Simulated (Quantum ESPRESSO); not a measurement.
One change at a time to AlHf4LiMgTa

All numbers below are calculated, not measured. They come from Quantum ESPRESSO 7.5, a public plane-wave density functional program. Each row is one single-point run on a made-up periodic cell of eight metal atoms, with elements, volume, strain and displacements drawn at random and not relaxed, so a cell may be unstable or far from any real phase. There is no spin polarisation or spin-orbit coupling.

Settings: PBE unless stated; PseudoDojo standard norm-conserving files; Fermi-Dirac width 0.25 eV, which means electrons at about 2900 K; cutoff 1143 eV; 5 x 5 x 5 k mesh shifted half a step off Gamma. E is the free energy of the whole cell (internal energy minus TS), so a -TS column is already part of it. Stress is positive in tension, and the pressure P is minus a third of its trace.

Checks: one run of this series was repeated at a higher cutoff and on a denser mesh, which moved values by no more than 0.002 eV, 0.02 GPa and 0.003 eV/Å, and a second program with other atomic files agreed on it to 2 % rms in force and 0.5 GPa in pressure. Known limits: heavy elements are run without spin-orbit coupling, which real alloys of them have; a spin test at this wide smearing found no moment, but such smearing suppresses magnetism that the real alloy may have.

The lattice is face-centred cubic, and the cell vectors in Å are (2.106, 4.312, 2.110); (-0.060, 4.318, -4.172); (-4.179, 4.323, -0.055), a volume of 150.18 Å³ in run 1. The elements on sites 1 to 8 are Hf Ta Hf Mg Al Hf Hf Li. Each later run makes one change to run 1 and keeps the rest. E is counted from run 1, and is n/a where other atomic files have another zero of energy.

```
run,change,V (Å³),P (GPa),-TS (eV),rms force (eV/Å),largest change of a force component (eV/Å),E (eV)
1,none,150.18,7.36,-1.388,0.502,0.000,0.000
2,sites 5 and 8 exchanged,150.18,7.54,-1.376,0.432,0.683,-0.084
3,all lengths scaled by +0.55 %,152.67,5.53,-1.414,0.484,0.053,-0.100
4,LDA in place of PBE,150.18,-1.07,-1.405,0.437,0.228,n/a
5,site 6 moved by -0.15 Å along z,150.18,7.19,-1.405,0.627,1.473,?
```

## Worked estimate

Along the move dE = -F dx. The force on site 6 along z is 0.276 eV/Å in run 1 and 1.749 eV/Å in run 5, and the move is -0.15 Å, so the mean force times the move gives an estimate.

## Withheld value

Question: what E should run 5 give?

The estimate is 0.152 eV. The calculation gave 0.154 eV.
